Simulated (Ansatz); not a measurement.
Here is the system:

PRu:
```cif
data_P4Ru4
_chemical_formula_sum 'P4 Ru4'
_space_group_name_H-M_alt 'P 1'
_space_group_IT_number 1
_cell_length_a 5.48824
_cell_length_b 3.11936
_cell_length_c 6.14443
_cell_angle_alpha 90.000
_cell_angle_beta 90.000
_cell_angle_gamma 90.000
loop_
_space_group_symop_operation_xyz
  'x, y, z'
loop_
_atom_site_label
_atom_site_type_symbol
_atom_site_fract_x
_atom_site_fract_y
_atom_site_fract_z
_atom_site_occupancy
P1 P 0.68996 0.25000 0.06350 1
P2 P 0.31004 0.75000 0.93650 1
P3 P 0.81004 0.75000 0.56350 1
P4 P 0.18996 0.25000 0.43650 1
Ru1 Ru 0.49607 0.25000 0.70525 1
Ru2 Ru 0.50393 0.75000 0.29475 1
Ru3 Ru 0.00393 0.75000 0.20525 1
Ru4 Ru 0.99607 0.25000 0.79475 1
```

This is the PBEsol-relaxed structure.

Q: All from plane-wave PAW PBEsol (Ansatz code), unless another level is named. Estimate the electronic character.

A: metallic (no gap).

Q: What about the density of states at the Fermi level?

A: 0.60 states/eV per atom (mean over ±0.08 eV).

Q: Predict the formation energy from the elements (no fitted shifts).

A: -0.65 eV/atom.

Q: What about the gap with spin–orbit coupling?

A: none (metallic).

Space group Pnma. The workflow started from a Materials Project entry (that database holds measured and hypothetical structures alike); the Crystallography Open Database copy checked does not list it. Whether it is the stable phase at ambient conditions was not checked. Symmetry was held in the PBEsol relaxation; whether a distortion lowers the energy is not shown. The run is not spin-polarised. The references are the lowest solids computed at this level, not always the standard phases. Spin–orbit coupling is left out wherever it is not named.

Potentials: the later of the program's two PAW sets.
